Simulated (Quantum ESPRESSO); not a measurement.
Mg2ZnCaO4, a curve over strain

Simulated, not a measurement. The program is pw.x of Quantum ESPRESSO 7.5 (plane-wave density functional theory). The cell is made up: 8 atoms on a rocksalt lattice, with randomly drawn elements, strain and displacements, not relaxed. PseudoDojo standard norm-conserving files (v0.5 for PBE, v0.4.1 for LDA and PBEsol) set the functional; there is no spin polarisation, spin-orbit coupling or dispersion term, and the masses in the input are unused placeholders.

Seven runs add a strain to one cell (shear xy, as the tensor component); the atoms follow the cell and are not relaxed. Stress in the table is positive in tension.

Input of the run at +0.0012:

```
&control calculation='scf', pseudo_dir='./dojo.nc.sr.pbe.v0_5.standard.upf', outdir='./o', disk_io='medium', tprnfor=.true., tstress=.true. /
&system ibrav=0, nat=8, ntyp=4, nbnd=43, ecutwfc=84.00895049, nosym=.true., tot_charge=0,
 occupations='smearing', smearing='fd', degauss=0.0018374661
/
&electrons conv_thr=7.350e-09, electron_maxstep=60, /
ATOMIC_SPECIES
Ca 1.0 Ca.upf
Mg 1.0 Mg.upf
O 1.0 O.upf
Zn 1.0 Zn.upf
CELL_PARAMETERS angstrom
4.5013 -0.0025 0.0104
-0.0025 4.4997 -0.0133
0.0104 -0.0133 4.4612
ATOMIC_POSITIONS angstrom
Mg 0.1502 -0.0033 -0.009
Zn -0.0527 2.1601 2.2316
Mg 2.2245 -0.1372 2.1858
Ca 2.2033 2.2935 -0.0923
O 2.1549 -0.0553 -0.0903
O 2.3497 2.1705 2.2095
O 4.3936 -0.1376 2.1536
O 4.5219 2.3585 0.0128
K_POINTS automatic
4 4 4 1 1 1
```

| added strain | free energy less that of the input shown (eV) | stress xx (GPa) | stress yy (GPa) | stress zz (GPa) | stress xy (GPa) | pressure (GPa) | iterations |
| --- | --- | --- | --- | --- | --- | --- | --- |
| -0.0189 | 0.0414 | -0.25 | 1.20 | 1.69 | -3.71 | -0.88 | 12 |
| -0.0131 | 0.0208 | -0.23 | 1.25 | 1.62 | -2.62 | -0.88 | 12 |
| +0.0012 | 0.0000 | -0.24 | 1.29 | 1.51 | 0.04 | -0.85 | 12 |
| +0.0077 | 0.0048 | -0.28 | 1.27 | 1.50 | 1.25 | -0.83 | 12 |
| +0.0098 | 0.0082 | -0.30 | 1.25 | 1.50 | 1.64 | -0.82 | 12 |
| +0.0155 | 0.0219 | -0.35 | 1.22 | 1.52 | 2.69 | -0.79 | 12 |
| +0.0245 | 0.0578 | -0.48 | 1.12 | 1.58 | 4.37 | -0.74 | 12 |

A cubic fit gives a slope of stress xy against the added strain of 186 GPa at zero added strain, with the atoms clamped. Across the table the free energy follows the integral of the stress to within 0.1 meV. A rerun of one of the cells at 1437 eV and a 6 x 6 x 6 mesh moved values by no more than 0.002 eV in energy, 0.04 GPa in stress and 0.009 eV/Å in force.